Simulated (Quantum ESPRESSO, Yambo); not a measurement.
## Levels of theory for the gap of CrHgO4

CrHgO4 (space group Cmcm, No. 63): one geometry, one set of norm-conserving LDA (Quantum ESPRESSO, 94 Ry, without SOC) orbitals, self-energies from Yambo (2×2×2 Γ-centred k mesh, bands 17 to 287 and a 7 Ry block in the screening, 287 bands in G with the Bruneval-Gonze terminator, plasmon pole fitted at 27.2 eV).

The geometry is that of Materials Project entry mp-19380, symmetrised and not relaxed again.

```
level                                                     gap (-0.5, -0.5, 0) → (-0.5, -0.5, 0) (eV)                   rough Yambo cost
--------------------------------------------------------  ------------------------------------------  ---------------------------------
LDA (Quantum ESPRESSO)                                                                          1.36                                  –
exchange only (Hartree-Fock self-energy on LDA orbitals)                                       11.03             about 1/10 (12 states)
static COHSEX@LDA                                                                               3.41  within a factor of two (2 states)
G0W0@LDA, plasmon pole                                                                          2.80                      1 (12 states)
```

Bare exchange has no screening and gives the widest gap; static COHSEX screens it but leaves out the frequency dependence, which G0W0 restores.

Costs are rough ratios of core time on shared machines.

Nearest settings tried, and what they do to the gap: 195 bands in W, 195 bands in G: +22 meV; 3 Ry block (109 vectors against 381): +202 meV; 2×2×1 mesh: -17 meV. So the settings aren't converged at that level. The k mesh is coarse.

Spin-orbit coupling is left out, which matters for elements this heavy: edges can move by tenths of an eV. The 3d shell has no Hubbard U; the runs are without spin polarisation, and magnetic order was not tried.

The structure is a Materials Project entry; no match was found in the copy of COD used, and its stability was not checked.
